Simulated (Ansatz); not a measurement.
HfO₂ in space group P2_1/c (No. 14; Hf on 4e, O on 4e, O on 4e), DFT-r²SCAN in the program Ansatz with PAW potentials, all energies at zero smearing, with the estimated change up to a 700 eV cutoff added, with one set of potentials and settings (totals compare only within such a set). Cell of 12 atoms (4 Hf, 8 O): -67508.671 eV.

```tsv
element	reference phase	E (eV/atom)
Hf	P6_3/mmc, 2 atoms in the cell	-15733.7929
O	C2/m, 4 atoms in the cell, spin-polarised	-566.0346
```

Formation energy per atom, worked out: (-67508.671 − 4×(-15733.7929) − 8×(-566.0346))/12 = -3.769 eV/atom (-364 kJ per mol of atoms), at 0 K, without zero-point energy or fitted corrections.

The r²SCAN relaxation kept the symmetry of its start. No spin polarisation was allowed. The references are the lowest solids computed at this level, not always the standard phases (solids in place of the gases). Spin–orbit coupling is left out wherever it is not named.

Potentials: the earlier of the program's two PAW sets.
